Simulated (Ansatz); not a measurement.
Al₃Ru₂:
```yaml
crystal:
  lattice:
    - [-1.53824, 1.53824, 7.14064]
    - [1.53824, -1.53824, 7.14064]
    - [1.53824, 1.53824, -7.14064]
  atoms:
    - { symbol: Al, position: [0.00000, 0.00000, 0.00000] }
    - { symbol: Al, position: [0.80610, 0.80610, 0.00000] }
    - { symbol: Al, position: [0.19390, 0.19390, 0.00000] }
    - { symbol: Ru, position: [0.60581, 0.60581, 0.00000] }
    - { symbol: Ru, position: [0.39419, 0.39419, 0.00000] }
```

Relaxed with r²SCAN. Special points in fractions of this cell's reciprocal vectors: Γ (0.000, 0.000, 0.000); X (0.000, 0.000, 0.500); P (0.250, 0.250, 0.250); N (0.000, 0.500, 0.000); M (0.500, 0.500, -0.500); S (0.262, 0.738, -0.262); S0 (-0.262, 0.262, 0.262); R (-0.023, 0.023, 0.500); G (0.500, 0.500, -0.023).

List the band energies nearest the Fermi level at these points for the program Ansatz at the r²SCAN level (PAW).

In eV from the Fermi level; about four levels below and three above (degenerate sets whole), none deeper than 8.9 eV; points with the same levels are listed once.

```
k                    below                above
-  -----------------------  -------------------
Γ  -0.94 -0.94 -0.32 -0.18  3.66 4.98 5.80 5.80
X  -2.61 -2.52 -1.80 -0.64       0.61 0.68 1.29
P  -2.95 -1.88 -1.44 -1.44       0.85 1.29 1.34
N  -1.87 -1.79 -1.19 -0.44       1.47 1.81 4.35
M  -0.60 -0.60 -0.30 -0.19       2.57 4.66 4.66
S  -1.89 -1.86 -1.21 -0.43       1.54 1.77 4.42
R  -2.61 -2.51 -1.77 -0.70       0.58 0.68 1.16
```

Space group I4/mmm. The workflow started from a Materials Project entry (that database holds measured and hypothetical structures alike); the Crystallography Open Database copy checked does not list it. Whether it is the stable phase at ambient conditions was not checked. The cell was relaxed with r²SCAN under the symmetry of its start; its stability against distortions is not shown here. No spin polarisation was allowed. Scalar-relativistic: spin–orbit coupling is off unless named, which matters more the heavier the elements.

Potentials: the later of the program's two PAW sets.
